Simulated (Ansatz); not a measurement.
Relaxed HfN (rock salt):

```yaml
crystal:
  lattice:
    - [0.00000, 2.26297, 2.26297]
    - [2.26297, 0.00000, 2.26297]
    - [2.26297, 2.26297, 0.00000]
  atoms:
    - { symbol: N, position: [0.00000, 0.00000, 0.00000] }
    - { symbol: Hf, position: [0.50000, 0.50000, 0.50000] }
```

The numbers are results of r2SCAN (plane waves to 500 eV, PAW, scalar-relativistic; Ansatz, a first-principles code), not measurements. k mesh 14×14×14 (Γ-centred), Fermi-Dirac smearing 0.05 eV. With partly filled bands, energies and forces of such displacements shift with the k mesh and the smearing. HfN is run without spin polarisation. HfN was relaxed with its symmetry unable to fall. Spin-orbit coupling is left out, though Hf is heavy. The PAW data are Ansatz's earlier set.

One atom of the cell was then moved (with its periodic images), all else fixed, and the forces (eV/Å) came out as:

```json
[
 {"atom": "N1", "Fx": "-1.046", "Fy": "0.000", "Fz": "0.000"},
 {"atom": "Hf2", "Fx": "1.045", "Fy": "0.000", "Fz": "0.000"}
]
```

With two atoms only their relative shift counts; take Hf2 as fixed.

Task: Which atom was moved, and by which vector (Å)?

Result: N1, by (0.09, 0.00, 0.00), 0.09 Å in all.

(For displaced atoms, the force is minus the slope of the energy, and its curvature is a force constant, which sets phonon frequencies.)
